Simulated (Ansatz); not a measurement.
Ansatz (a first-principles code) input:

Ansatz 0.2 input:
```yaml
crystal:
  lattice:
    - [3.2079001032, 0.0, 0.0]
    - [-1.6039500516, 2.7781229822, 0.0]
    - [0.0, 0.0, 3.0157859123]
  atoms:
    - { symbol: Sn, position: [0.0, 0.0, 0.0] }
kpoints:
  mp_grid: { grid: [11, 11, 10] }
  band_path:
    path:
      - [[0.0, 0.0, 0.0], [0.5, 0.0, 0.0], [0.3333333333, 0.3333333333, 0.0], [0.0, 0.0, 0.0], [0.0, 0.0, 0.5], [0.5, 0.0, 0.5], [0.3333333333, 0.3333333333, 0.5], [0.0, 0.0, 0.5]]  # Γ-M-K-Γ-A-L-H-A
      - [[0.5, 0.0, 0.5], [0.5, 0.0, 0.0]]  # L-M
      - [[0.3333333333, 0.3333333333, 0.5], [0.3333333333, 0.3333333333, 0.0]]  # H-K
    npoints: 8
basis: { xc_grid: 2 }
hamiltonian:
  xc: pbesol
  pseudopotentials: { kind: paw }
magnetization: { noncollinear: true, spin_orbit: true }
scf:
  n_extra_bands: 12
  convergence: { dr2_threshold: 0.0000000001 }
  occupations: { method: gaussian, width: 0.05 }
output: { eigenvalues: true }
```

Output (shortened):

```
Pseudopotential: Sn, paw_fr, valence charge 14
Functional definition: PBEsol
non-collinear run that drives no moment, with spin-orbit …
Crystal: 1 atoms, lattice volume = 26.877 Å³
Basis set: ecut = 420 eV, 527 PW (Γ), exchange–correlation on 48×48×48 points (8 copies of the dense FFT grid, shifted against one another)
Bands: 26, of which v1, the nominal top of the filled ones, is band 14 counted from 1 (13 counted from 0)
Symmetry: 24 space group operations + 24 with time reversal
k-points: 96 of 1210
Projection manifold: j_resolved (fully-relativistic pseudo-atomic orbitals)
SCF iter   1: F=—  HF=-5951.894638 eV  |F-HF|=—  |Δ(HF+E_count)|=         —  Δρ=1.38e-2  dr2=4.79e-2  dr2_m=0.00e0 (ungated)  ethr=3.10e-3  |M|=0.00e0 ∫|m|=0.00e0 μB  |m|>n=0.0e0 m-floor=0.0e0 τ_xc=0.0e0  β_m=0.30  ⟨swp⟩=7.4  Hψ=7293  notcnv=0  defer=110
preconditioner: auto → none
SCF iter   2: F=—  HF=-5951.882491 eV  |F-HF|=—  |Δ(HF+E_count)|=   1.21e-2  Δρ=9.33e-3  dr2=2.01e-2  dr2_m=0.00e0 (ungated)  ethr=3.42e-4  |M|=0.00e0 ∫|m|=0.00e0 μB  |m|>n=0.0e0 m-floor=0.0e0 τ_xc=0.0e0  β_m=0.56  ⟨swp⟩=2.0  Hψ=1921  notcnv=0  defer=568
SCF iter   3: F=—  HF=-5951.879519 eV  |F-HF|=—  |Δ(HF+E_count)|=   2.97e-3  Δρ=2.69e-3  dr2=1.31e-3  dr2_m=0.00e0 (ungated)  ethr=1.43e-4  |M|=0.00e0 ∫|m|=0.00e0 μB  |m|>n=0.0e0 m-floor=0.0e0 τ_xc=0.0e0  β_m=0.78  ⟨swp⟩=2.1  Hψ=1938  notcnv=0  defer=570
SCF iter   4: F=—  HF=-5951.879966 eV  |F-HF|=—  |Δ(HF+E_count)|=   4.47e-4  Δρ=2.52e-3  dr2=1.63e-3  dr2_m=0.00e0 (ungated)  ethr=9.38e-6  |M|=0.00e0 ∫|m|=0.00e0 μB  |m|>n=0.0e0 m-floor=0.0e0 τ_xc=0.0e0  β_m=0.78  ⟨swp⟩=2.0  Hψ=1926  notcnv=0  defer=570
SCF iter   5: F=—  HF=-5951.878968 eV  |F-HF|=—  |Δ(HF+E_count)|=   9.98e-4  Δρ=3.99e-4  dr2=4.09e-5  dr2_m=0.00e0 (ungated)  ethr=9.38e-6  |M|=0.00e0 ∫|m|=0.00e0 μB  |m|>n=0.0e0 m-floor=0.0e0 τ_xc=0.0e0  β_m=0.78  ⟨swp⟩=2.0  Hψ=1760  notcnv=0  defer=570
SCF iter   6: F=—  HF=-5951.878943 eV  |F-HF|=—  |Δ(HF+E_count)|=   2.52e-5  Δρ=2.25e-5  dr2=1.12e-7  dr2_m=0.00e0 (ungated)  ethr=2.92e-7  |M|=0.00e0 ∫|m|=0.00e0 μB  |m|>n=0.0e0 m-floor=0.0e0 τ_xc=0.0e0  β_m=0.88  ⟨swp⟩=2.0  Hψ=1635  notcnv=0  defer=570
SCF iter   7: F=—  HF=-5951.878943 eV  |F-HF|=—  |Δ(HF+E_count)|=   1.15e-7  Δρ=1.75e-6  dr2=8.12e-10  dr2_m=0.00e0 (ungated)  ethr=8.02e-10  |M|=0.00e0 ∫|m|=0.00e0 μB  |m|>n=0.0e0 m-floor=0.0e0 τ_xc=0.0e0  β_m=0.91  ⟨swp⟩=2.0  Hψ=1639  notcnv=0  defer=570
SCF iter   8: F=-5951.878943 eV  HF=-5951.878943 eV  |F-HF|=1.82e-12  |Δ(HF+E_count)|=  3.89e-10  Δρ=7.75e-8  dr2=8.37e-13  dr2_m=0.00e0 (ungated)  ethr=1.00e-12  |M|=0.00e0 ∫|m|=0.00e0 μB  |m|>n=0.0e0 m-floor=0.0e0 τ_xc=0.0e0  ⟨swp⟩=8.4  Hψ=6322  notcnv=0
SCF 1 converged in 8 iterations: F = -5951.878943 eV  dr2 = 8.37e-13
NSCF: frozen V_eff on 75 k-points
SCF converged after 8 iterations
Magnetization: |M| = 0.0000 μB,  M = (+0.0000, +0.0000, +0.0000) μB
Absolute magnetization: 0.0000 μB (∫|m|)
  site 0: m = (+0.0000, +0.0000, +0.0000) μB, |m| = 0.0000 μB  (R = 1.24 Å)
Free energy (F): -5951.878943 eV
Harris-Foulkes:  -5951.878943 eV  (|F-HF|=1.82e-12)
Internal energy: -5951.877987 eV  (E = F + TS)
E sigma→0 (E₀):  -5951.878465 eV
Entropy (-TS):   -0.000956 eV (-0.956 meV/atom)
Fermi energy:    10.747962 eV
--- Per-component energies (eV) ---
  E_band       = -81.162017
  E_kinetic    = 187.336727
  E_local      = -842.962860  (includes V_loc(G=0)·N_el)
  E_nonlocal   = -30.425786
  E_hartree    = 528.113729
  E_xc         = -379.859190
  E_vxc        = -97.402377  (∫ρ·V_xc dr)
  E_paw        = -4066.736517  (= ΣΔE_a)
  E_vpaw       = -353.935216  (= ΣTr[D̂ρ^β])
  E_aug_tail   =  0.000000  (compensation charges beyond the density's cutoff)
  E_ewald      = -1347.632228
  E_core_change = 0.288137  (= ΣΔE_core)
  E_smearing   = -0.000956  (= −TS)
  E_closure    =  0.000000  (closes the sum)
  Σ components = -5951.878943   (vs F -5951.878943, Δ=0.00e0)
  [band-id]    e_kinetic+e_local+e_nonlocal+2·e_hartree+e_vxc+e_vpaw+e_augmentation_tail = -81.162053   (vs E_band -81.162017, Δ=-3.64e-5)
--- Band table (eV; the first three rows and the last of 96) ---
  k-point 0: bands = ["-11.2509", "-11.2509", "-11.2499", "-11.2499", "-10.2571", "-10.2571", "-10.2211", "-10.2211", "-10.0482", "-10.0482", "-0.4803", "-0.4803", "16.0378", "16.0378", "17.6559", "17.6559", "18.2187", "18.2187", "19.6401", "19.6401", …
  k-point 1: bands = ["-11.2511", "-11.2511", "-11.2354", "-11.2354", "-10.2555", "-10.2555", "-10.2132", "-10.2132", "-10.0582", "-10.0582", "-0.3135", "-0.3135", "14.2185", "14.2185", "17.7554", "17.7554", "18.4167", "18.4167", "21.4993", "21.4993", …
  k-point 2: bands = ["-11.2518", "-11.2518", "-11.2019", "-11.2019", "-10.2511", "-10.2511", "-10.1879", "-10.1879", "-10.0839", "-10.0839", "0.1860", "0.1860", "11.4861", "11.4861", "18.2773", "18.2773", "18.9884", "18.9884", "22.2380", "22.2380", …
  k-point 95: bands = ["-11.1983", "-11.1983", "-11.1536", "-11.1536", "-10.2111", "-10.2111", "-10.1365", "-10.1365", "-9.9959", "-9.9959", "8.1377", "8.1377", "9.5398", "9.5398", "9.9968", "9.9968", "11.4801", "11.4801", "14.7054", "14.7054", "15.8693", …
```

Cost: around 14 core-seconds (rough) on shared cores.

Space group P6/mmm (simple hexagonal). The start of the workflow was typed in or built on a structure type; neither database checked (COD, Materials Project) lists it. It is not the phase usual at ambient conditions (space group No. 141). The PBEsol relaxation kept the symmetry of its start; its stability against distortions is not shown here.

Potentials: the later of the program's two PAW sets.

Ansatz is a plane-wave DFT program.
